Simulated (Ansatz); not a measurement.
Here is the system:

Zr₄Rh₂O:
```
Zr4Rh2O
1.0
    0.00000     6.21172     6.21172
    6.21172     0.00000     6.21172
    6.21172     6.21172     0.00000
Zr Rh O
16 8 4
Cartesian
  7.76466   4.65879   4.65879
  4.65879   4.65879   7.76466
  4.65879   7.76466   4.65879
  7.76466   7.76466   7.76466
  6.21172   6.21172  10.14192
  3.10586   3.10586   0.82433
  6.21172   6.21172   2.28153
  3.10586   3.10586   5.38739
 10.14192   6.21172   6.21172
  0.82433   3.10586   3.10586
  2.28153   6.21172   6.21172
  5.38739   3.10586   3.10586
  6.21172  10.14192   6.21172
  3.10586   0.82433   3.10586
  6.21172   2.28153   6.21172
  3.10586   5.38739   3.10586
  5.02957   7.39388   7.39388
  8.13543   8.13543  10.49974
  7.39388   5.02957   7.39388
 10.49974  10.49974  10.49974
  5.02957   5.02957   5.02957
  8.13543  10.49974   8.13543
  7.39388   7.39388   5.02957
 10.49974   8.13543   8.13543
  1.55293   4.65879   4.65879
  4.65879   4.65879   1.55293
  4.65879   1.55293   4.65879
  1.55293   1.55293   1.55293
```

This is the r²SCAN-relaxed structure.

All from r²SCAN (plane waves, PAW; program Ansatz), unless another level is named. Give the electronic character.

metallic (no gap).

Give the formation energy from the elements (no fitted shifts).

-1365 meV/atom.

Next, the density of states at the Fermi level?

0.77 states/eV per atom (mean over ±0.08 eV).

Give the gap with spin–orbit coupling.

none (metallic).

Space group Fd-3m. The start of the workflow was typed in or built on a structure type; neither database checked (COD, Materials Project) lists it. Whether it is the stable phase at ambient conditions was not checked. The r²SCAN relaxation kept the symmetry of its start; its stability against distortions is not shown here. The workflow began spin-polarised and lost its moments. The references are the lowest solids computed at this level, not always the standard phases (solids in place of the gases). Spin–orbit coupling is left out wherever it is not named.

Potentials: the later of the program's two PAW sets.
